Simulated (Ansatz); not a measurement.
Raman lines of transverse zone-centre modes from the program Ansatz at the r²SCAN level (PAW):

```
ω (cm⁻¹)  relative intensity
--------  ------------------
72                       2.9
271                       60
276                       59
282                      100
```

Which compound is it?
A. Mg, hcp (Mg type)
B. CdS, zinc blende
C. ZnS, wurtzite

C, ZnS, wurtzite

Space group P6_3mc (wurtzite). The cell was relaxed with r²SCAN under the symmetry of its start; phonons on a q-mesh show no instability.

Potentials: the later of the program's two PAW sets.
